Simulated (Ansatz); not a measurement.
One crystal and one scan (scan of one atom of the cell) at two levels, r2SCAN (plane waves to 500 eV, PAW, scalar-relativistic; Ansatz, an electronic-structure program) and PBE (plane waves to 420 eV, PAW, scalar-relativistic; Ansatz), each from its own relaxed cell and on its own mesh. The cell shown is that of r2SCAN.

KCl (rock salt)

```
KCl
1.0
    0.00000     3.14616     3.14616
    3.14616     0.00000     3.14616
    3.14616     3.14616     0.00000
Cl K
1 1
Direct
  0.00000   0.00000   0.00000
  0.50000   0.50000   0.50000
```

In each cell atom 1 (Cl, nearest neighbour K at 3.146 Å; its periodic images, 4.4 Å or more away, move with it) moves by s·(1.000, 0.000, 0.000) (along Cartesian x), the rest being held.

E stands for the smeared free energy. KCl was relaxed with its symmetry unable to fall. Percentages come from the unrounded values.

Results of r2SCAN:

- Lattice constant a (Å): 6.292
- Force constant k = d²E/ds² at s = 0 (finite differences) (eV/Å²): 1.44
- Zone-centre optical wavenumber from k (transverse: no LO-TO term) (cm⁻¹): 145
- Shape of the curve: a single well with its minimum at or next to zero displacement

Task: What does PBE give for the same quantities?

Result: 
```json
[
 {"quantity": "Lattice constant a (Å)", "PBE": "6.381", "r2SCAN − PBE": "-0.089 (-1.4 %)"},
 {"quantity": "Force constant k = d²E/ds² at s = 0 (finite differences) (eV/Å²)", "PBE": "1.08", "r2SCAN − PBE": "+0.36 (+34 %)"},
 {"quantity": "Zone-centre optical wavenumber from k (transverse: no LO-TO term) (cm⁻¹)", "PBE": "125", "r2SCAN − PBE": "+20 (+16 %)"}
]
```

r2SCAN gives the higher value for: force constant k = d²E/ds² at s = 0; zone-centre optical wavenumber from k. r2SCAN gives the lower value for: lattice constant a. Both give the same shape of the curve: a single well with its minimum at or next to zero displacement.

(A displaced cell: forces are minus the slopes of the energy, force constants its curvatures, and phonons follow from these.)
